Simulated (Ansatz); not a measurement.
Geometry optimisation in Ansatz: input, command and trajectory.

```yaml
crystal:
  lattice:
    - [-1.8921, 1.8921, 4.7573]
    - [1.8921, -1.8921, 4.7573]
    - [1.8921, 1.8921, -4.7573]
  atoms:
    - { symbol: Ti, position: [0.0, 0.0, 0.0] }
    - { symbol: Ti, position: [0.75, 0.25, 0.5] }
    - { symbol: O, position: [0.2081, 0.2081, 0.0] }
    - { symbol: O, position: [0.9581, 0.4581, 0.5] }
    - { symbol: O, position: [0.5419, 0.0419, 0.5] }
    - { symbol: O, position: [0.7919, 0.7919, 0.0] }
basis:
  ecutwfc: 500
kpoints:
  mp_grid: { grid: [8, 8, 8] }
hamiltonian:
  xc: r2scan
scf:
  occupations: { method: gaussian, width: 0.02 }
output:
  forces: true
  stress: true
  eigenvalues: true
relax:
  adjacent_minimum: "off"
  f_tol: 0.005
  max_steps: 80
  cell: { stress_tol: 0.05 }
```

```bash
ansatz run input.yaml --threads 2 --pin off --max-ram 5120MiB --backend cpu --events-out ev --progress --plain --runs-dir out
```

Theory: DFT r2SCAN, scalar-relativistic, plane waves, PAW (Ansatz 0.2.0).

Of 5 frames 4 are shown, positions in Å and forces in eV/Å; the SCF threshold varies from step to step. Steps run on the plane waves of an earlier cell, with a Pulay correction in the pressure. The basis is chosen afresh for the last frame, the zero of the energies, and at times for earlier ones too; energy and pressure step there, also at an unchanged geometry.

```xyz
6
Lattice="-1.8921 1.8921 4.7573 1.8921 -1.8921 4.7573 1.8921 1.8921 -4.7573" Properties=species:S:1:pos:R:3:forces:R:3 pbc="T T T" step=1 free_energy_over_end_meV_per_atom=0.23 pressure_GPa=0.52
Ti    0.0000    0.0000    0.0000    0.0000    0.0000    0.0000
Ti    0.0000    1.8921    2.3786    0.0000    0.0000    0.0000
O     0.0000    0.0000    1.9800    0.0000    0.0000    0.0096
O     0.0000    1.8921    4.3586    0.0000    0.0000    0.0096
O     0.0000    1.8921    0.3987    0.0000    0.0000   -0.0096
O     0.0000    0.0000    7.5346    0.0000    0.0000   -0.0096
6
Lattice="-1.8919 1.8919 4.7691 1.8919 -1.8919 4.7691 1.8919 1.8919 -4.7691" Properties=species:S:1:pos:R:3:forces:R:3 pbc="T T T" step=2 free_energy_over_end_meV_per_atom=0.11 pressure_GPa=0.14
Ti    0.0000    0.0000    0.0000    0.0000    0.0000    0.0000
Ti    0.0000    1.8919    2.3845    0.0000    0.0000    0.0000
O     0.0000    0.0000    1.9821    0.0000    0.0000    0.0080
O     0.0000    1.8919    4.3666    0.0000    0.0000    0.0080
O     0.0000    1.8919    0.4024    0.0000    0.0000   -0.0080
O     0.0000    0.0000    7.5560    0.0000    0.0000   -0.0080
6
Lattice="-1.8897 1.8897 4.7888 1.8897 -1.8897 4.7888 1.8897 1.8897 -4.7888" Properties=species:S:1:pos:R:3:forces:R:3 pbc="T T T" step=3 free_energy_over_end_meV_per_atom=0.03 pressure_GPa=-0.05
Ti    0.0000    0.0000    0.0000    0.0000    0.0000    0.0000
Ti    0.0000    1.8897    2.3944    0.0000    0.0000    0.0000
O     0.0000    0.0000    1.9855    0.0000    0.0000    0.0069
O     0.0000    1.8897    4.3799    0.0000    0.0000    0.0069
O     0.0000    1.8897    0.4089    0.0000    0.0000   -0.0069
O     0.0000    0.0000    7.5921    0.0000    0.0000   -0.0069
6
Lattice="-1.8890 1.8890 4.7917 1.8890 -1.8890 4.7917 1.8890 1.8890 -4.7917" Properties=species:S:1:pos:R:3:forces:R:3 pbc="T T T" step=5 free_energy_over_end_meV_per_atom=0.00 pressure_GPa=0.00
Ti    0.0000    0.0000    0.0000    0.0000    0.0000    0.0000
Ti    0.0000    1.8890    2.3959    0.0000    0.0000    0.0000
O     0.0000    0.0000    1.9865    0.0000    0.0000   -0.0008
O     0.0000    1.8890    4.3824    0.0000    0.0000   -0.0008
O     0.0000    1.8890    0.4094    0.0000    0.0000    0.0008
O     0.0000    0.0000    7.5970    0.0000    0.0000    0.0008
```

The run took 15 s on 2 threads of AMD EPYC 9R45 96-Core Processor (Zen 5) (shared host), peak memory 0.64 GiB.